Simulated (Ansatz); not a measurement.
Os:
```yaml
crystal:
  lattice:
    - [-1.53100, 1.53100, 1.53100]
    - [1.53100, -1.53100, 1.53100]
    - [1.53100, 1.53100, -1.53100]
  atoms:
    - { symbol: Os, position: [0.00000, 0.00000, 0.00000] }
```

Relaxed with PBEsol. Special points in fractions of this cell's reciprocal vectors: Γ (0.000, 0.000, 0.000); H (0.500, -0.500, 0.500); N (0.000, 0.000, 0.500); P (0.250, 0.250, 0.250).

Problem. List the band energies nearest the Fermi level at these points for PBEsol in the plane-wave PAW code Ansatz.

Solution. In eV from the Fermi level; about four levels below and three above (degenerate sets whole), none deeper than 8.9 eV; … stands for higher levels left out; points with the same levels are listed once.

```tsv
k	below	above
Γ	-3.42 -3.42 -3.42 -0.10 -0.10	…
H	-7.48 -7.48	2.45 2.45 2.45
N	-7.88 -5.52 -0.28 -0.23	0.56 3.31 …
P	-4.75 -4.75 -4.75	0.69 0.69 5.65
```

Space group Im-3m (bcc (W type)). The start of the workflow was typed in or built on a structure type; neither database checked (COD, Materials Project) lists it. It is not the phase usual at ambient conditions (space group No. 194). Symmetry was held in the PBEsol relaxation. At this level the phase is mechanically unstable. The run is not spin-polarised. Spin–orbit coupling is left out wherever it is not named.

Potentials: the earlier of the program's two PAW sets. The files were generated under PBE; for other functionals the program regenerates the frozen cores, and for LDA and PBEsol the local potential too.
